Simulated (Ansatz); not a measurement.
Ansatz (an electronic-structure program) input:

Ansatz 0.2 input:
```yaml
crystal:
  lattice:
    - [3.8312779988, 0.0, 0.0]
    - [-1.9156389994, 3.3179840759, 0.0]
    - [0.0, 0.0, 12.891821167]
  atoms:
    - { symbol: Zr, position: [0.3333333333, 0.6666666667, 0.1166105962] }
    - { symbol: Zr, position: [0.6666666667, 0.3333333333, 0.6166105962] }
    - { symbol: Zr, position: [0.3333333333, 0.6666666667, 0.3833894038] }
    - { symbol: Zr, position: [0.6666666667, 0.3333333333, 0.8833894038] }
    - { symbol: As, position: [0.0, 0.0, 0.0] }
    - { symbol: As, position: [0.0, 0.0, 0.5] }
    - { symbol: As, position: [0.6666666667, 0.3333333333, 0.25] }
    - { symbol: As, position: [0.3333333333, 0.6666666667, 0.75] }
kpoints:
  mp_grid: { grid: [12, 12, 4] }
hamiltonian:
  xc: r2scan
  pseudopotentials: { kind: paw }
scf:
  occupations: { method: gaussian, width: 0.05 }
checkpoint: { read: metal.run }
output: { write_density: true, elf: true, volumetric_format: npy }
basis: { fft_grid_basis: typed }
```

Output (shortened):

```
Pseudopotentials: kind: paw
Pseudopotential: Zr, paw, valence charge 12
Pseudopotential: As, paw, valence charge 15
Functional definition: r2SCAN
Crystal: 8 atoms, lattice volume = 163.882 Å³
Basis set: ecut = 500 eV, 4145 PW (Γ), exchange–correlation on 120×120×384 points (64 copies of the dense FFT grid, shifted against one another)
Bands: 65, of which v1, the nominal top of the filled ones, is band 54 counted from 1 (53 counted from 0)
Symmetry: 24 space group operations
Space group: P63/mmc (ITA 194), of the structure as read, at distance tolerance 5.5e-5 Å
k-points: 57 of 576
PAW frozen core: Zr, regenerated for the run's functional
PAW frozen core: As, regenerated for the run's functional
Initial density: read from a saved state, or passed on in memory by an earlier SCF of this step, an earlier step, the calling program or the single point that …
Stability of the state it starts from, as read at its close in the unpolarized treatment …
Initial wavefunctions: pseudopotential atomic-orbital guess
Eigensolver: davidson
Functional: x = r2scan, c = r2scan; τ floored in thin density (d = 2e-4 eV/Å³)
iter 1 solved again at ethr=4.78e-9 eV; its pass at ethr=3.10e-3 eV (dr2=5.16e-6 eV) is discarded
SCF iter   1: F=—  HF=-36249.118911 eV  |F-HF|=—  |Δ(HF+E_count)|=         —  Δρ=3.22e-7  dr2=3.79e-11  dr2_τ=1.58e-11  ethr=4.78e-9  ⟨swp⟩=4.0  Hψ=25641  notcnv=0
all-band conjugate gradients solve this SCF's bands
preconditioner: auto → Kerker (q_TF=auto, 2.545 Å⁻¹)
SCF iter   2: F=-36249.118911 eV  HF=-36249.118911 eV  |F-HF|=7.28e-12  |Δ(HF+E_count)|=   6.25e-8  Δρ=1.52e-7  dr2=9.01e-12  dr2_τ=2.29e-11  ethr=1.00e-12  ⟨swp⟩=6.6  Hψ=13468  notcnv=0
SCF 1 converged in 2 iterations: F = -36249.118911 eV  dr2 = 9.01e-12
SCF converged after 2 iterations
Free energy (F): -36249.118911 eV
Harris-Foulkes:  -36249.118911 eV  (|F-HF|=7.28e-12)
Internal energy: -36249.114806 eV  (E = F + TS)
E sigma→0 (E₀):  -36249.116858 eV
Entropy (-TS):   -0.004105 eV (-0.513 meV/atom)
Fermi energy:    14.087301 eV
--- Per-component energies (eV) ---
  E_band       = -1222.744441
  E_kinetic    = 1749.327051
  E_local      = -8940.501677  (includes V_loc(G=0)·N_el)
  E_nonlocal   = -2363.765471
  E_hartree    = 4449.731374
  E_xc         = -926.085403
  E_vxc        = -1189.222678  (∫ρ·V_xc dr)
  E_paw        = -19275.446685  (= ΣΔE_a)
  E_vpaw       = 555.245101  (= ΣTr[D̂ρ^β])
  E_aug_tail   = 0.000017  (compensation charges beyond the density's cutoff)
  E_vtau       = 66.710409  (kinetic-family band-sum trace: ∫τ·v_τ [+ j·A + Jᵃ·Aᵃ] dr)
  E_ewald      = -10935.885412
  E_core_change = -6.488598  (= ΣΔE_core)
  E_smearing   = -0.004105  (= −TS)
  E_closure    =  0.000000  (closes the sum)
  Σ components = -36249.118911   (vs F -36249.118911, Δ=0.00e0)
  [band-id]    e_kinetic+e_local+e_nonlocal+2·e_hartree+e_vxc+e_vpaw+e_augmentation_tail+e_vtau = -1222.744500   (vs E_band -1222.744441, Δ=-5.93e-5)
--- Band table (eV; the first three rows and the last of 57) ---
  k-point 0: bands = ["-37.2990", "-37.2878", "-37.2860", "-37.2747", "-22.4502", "-22.4502", "-22.4502", "-22.4502", "-22.4206", "-22.4206", "-22.4155", "-22.4155", "-22.4155", "-22.4155", "-22.0817", "-22.0817", "-22.0817", "-22.0817", "-22.0717", "-22.0717", "-22.0717", "-22.0717", "-22.0691", "-22.0691", "-14.8129", "-14.6600", "-14.6555", "-14.6030", "-14.6030", "-14.5966", "-14.5966", "-14.5868", "-14.5868", "-14.5804", "-14.5804", "-14.4973", "0.7696", "1.3205", "1.8916", "2.7508", "7.6914", "9.4287", "10.2601", "10.2601", "10.3124", "10.8099", "10.8099", "11.7874", "11.7874", "12.9769", "13.5023", "13.8043", "13.8043", "13.9197", "13.9197", "13.9236", "13.9236", "14.7650", "14.7650", "14.9291", "15.0746", "15.0746", "15.1792", "16.0021", "16.0021"]
  k-point 1: bands = ["-37.2981", "-37.2916", "-37.2821", "-37.2756", "-22.4502", "-22.4502", "-22.4502", "-22.4502", "-22.4206", "-22.4206", "-22.4155", "-22.4155", "-22.4155", "-22.4155", "-22.0817", "-22.0817", "-22.0817", "-22.0817", "-22.0717", "-22.0717", "-22.0717", "-22.0717", "-22.0691", "-22.0691", "-14.8012", "-14.7177", "-14.6023", "-14.6023", "-14.5980", "-14.5980", "-14.5970", "-14.5854", "-14.5854", "-14.5811", "-14.5811", "-14.5097", "0.8206", "1.1774", "2.0750", "2.6490", "7.8589", "8.9479", "10.3123", "10.3123", "10.6757", "10.6757", "10.8621", "12.0300", "12.0300", "12.4980", "13.2338", "13.2338", "13.8103", "13.8540", "13.8540", "14.1563", "14.1563", "14.5879", "15.0770", "15.0770", "15.3581", "15.3581", "15.5871", "15.8752", "15.8752"]
  k-point 2: bands = ["-37.2955", "-37.2955", "-37.2782", "-37.2782", "-22.4502", "-22.4502", "-22.4502", "-22.4502", "-22.4206", "-22.4206", "-22.4155", "-22.4155", "-22.4155", "-22.4155", "-22.0817", "-22.0817", "-22.0817", "-22.0817", "-22.0717", "-22.0717", "-22.0717", "-22.0717", "-22.0691", "-22.0691", "-14.7679", "-14.7679", "-14.6004", "-14.6004", "-14.6004", "-14.6004", "-14.5830", "-14.5830", "-14.5830", "-14.5830", "-14.5449", "-14.5449", "0.9666", "0.9666", "2.3892", "2.3892", "8.3146", "8.3146", "10.4622", "10.4622", "10.4622", "10.4622", "11.7030", "11.7030", "12.5652", "12.5652", "12.5652", "12.5652", "13.9933", "13.9933", "13.9933", "13.9933", "14.1965", "14.1965", "15.5487", "15.5487", "15.5487", "15.5487", "16.1198", "16.1198", "16.1198"]
  k-point 56: bands = ["-37.2796", "-37.2796", "-37.2689", "-37.2689", "-22.4481", "-22.4481", "-22.4481", "-22.4481", "-22.4182", "-22.4182", "-22.4144", "-22.4144", "-22.4144", "-22.4144", "-22.0833", "-22.0833", "-22.0817", "-22.0817", "-22.0700", "-22.0700", "-22.0692", "-22.0692", "-22.0675", "-22.0675", "-14.7571", "-14.7571", "-14.7334", "-14.7334", "-14.7315", "-14.7315", "-14.6856", "-14.6856", "-14.6403", "-14.6403", "-14.5225", "-14.5225", "2.2366", "2.2366", "2.8927", "2.8927", "8.8101", "8.8101", "9.2235", "9.2235", "9.4841", "9.4841", "10.3679", "10.3679", "10.4397", "10.4397", "10.7845", "10.7845", "14.4810", "14.4810", "14.9364", "14.9364", "15.1084", "15.1084", "16.3643", "16.3643", "16.4615", "16.4615", "16.7660", "16.7660", "17.3196"]
  band table: 65 of 65 bands, residual norms ≤ 1.0e-3 eV
```

Cost: roughly 40 core-seconds on shared cores.

Space group P6_3/mmc. The workflow started from an entry of the Crystallography Open Database (COD). Its standing as an ambient phase is unchecked. Symmetry was held in the r²SCAN relaxation; whether a distortion lowers the energy is not shown. No spin polarisation was allowed. Scalar-relativistic: spin–orbit coupling is off unless named, which matters more the heavier the elements.

Potentials: the later of the program's two PAW sets.

Ansatz is a plane-wave DFT program.
